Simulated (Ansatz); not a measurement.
# HfN (Fm-3m): the size of the finite step

```
CELL_PARAMETERS angstrom
0.00000 2.26287 2.26287
2.26287 0.00000 2.26287
2.26287 2.26287 0.00000
ATOMIC_POSITIONS crystal
Hf 0.00000 0.00000 0.00000
N 0.50000 0.50000 0.50000
```

Level of theory, where no other is named: r²SCAN, PAW on Ansatz 0.2.0's default frozen-core files (fitted under PBE), scalar-relativistic. k mesh 18×18×18, strains of ±0.003, Fermi-Dirac smearing of 0.080 eV, cutoff 500 eV. The cell was relaxed by PAW under this functional.

**Question.** Elastic constants come from stresses at strains of ±0.003 (two-point stencil): C11 = 600.2, C12 = 122.5, C44 = 126.5 GPa. What does an amplitude of 0.0002 give?

**Answer.** C11 = 600.0, C12 = 122.5, C44 = 126.4 GPa. Nothing moves by 1 %. Steps under 0.001 aren't safe in general, since the basis can change from cell to cell and the noise grows as 1/δ.

Caveats: frozen-core PAW files fitted under PBE, their cores solved anew for the functional of the run; responses of metals move with mesh and smearing; no spin-orbit coupling on heavy atoms.
